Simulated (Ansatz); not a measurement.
Structure: a free-standing 1T monolayer of OsBr2, at its r2SCAN minimum. In-plane lattice: a = 3.794 Å, b = 3.794 Å, γ = 120.0°; thickness between the outer nuclei 2.57 Å. Around Os lie 6 Br at 2.54 Å; around Br lie 3 Os at 2.54 Å.

The questions ask for values computed with the plane-wave code Ansatz on this geometry. Values at 0 K without nuclear motion; no magnetic order is allowed, and the phase may be a hypothetical one.

Given (12×12×1 mesh): The LDA gap is indirect, 1.056 eV (Γ–M (0.47 of the way from Γ) to Γ–M (0.46 of the way from Γ)), below the direct gap of 1.057 eV at Γ–M (0.47 of the way from Γ). Least and direct gap differ so little that the kind isn't settled.

Question: How does the gap change from LDA to r2SCANh (6×6×1)?

Answer: r2SCANh gives a direct gap of 2.48 eV at Γ–M (0.46 of the way from Γ). The gap differs by +1.42 eV from LDA's.

Question: What does HSE06 give for the gap (6×6×1 mesh)?

Answer: With HSE06 the gap is 2.66 eV and direct, at Γ–M (0.46 of the way from Γ). The gap differs by +1.60 eV from LDA's.

Question: How does the gap change from LDA to HSE06+SOC (6×6×1)?

Answer: With HSE06+SOC the gap is 2.62 eV and direct, at Γ–M (0.46 of the way from Γ). Spin-orbit coupling itself accounts for -0.04 eV. The gap differs by +1.56 eV from LDA's.

Question: How does the gap change from LDA to PBE0 (6×6×1)?

Answer: PBE0 gives a direct gap of 3.41 eV at Γ–M (0.46 of the way from Γ). The gap differs by +2.35 eV from LDA's.

Question: What do these levels agree on?

Answer: For gaps to 0.1 eV, spin-orbit coupling (up to 0.04 eV here) can be left out. Direct and least gap lie within 0.04 eV at some levels, so the kind of gap isn't settled.

Only the levels marked +SOC include spin-orbit coupling.

Where an edge lies off the special points, it is a point of the mesh or the k point where a search put PBE's edge or least direct gap, reused for the other functionals, whose own edges may lie a little apart.

The meshes of the hybrids are coarse, so their gaps aren't converged to the digits shown.

PBE's own run along the path (1.21 eV) came before the search for the edges and missed one, so it isn't listed. Set aside, since their points miss a band edge that the other levels read or their mesh is too coarse: Hartree-Fock.
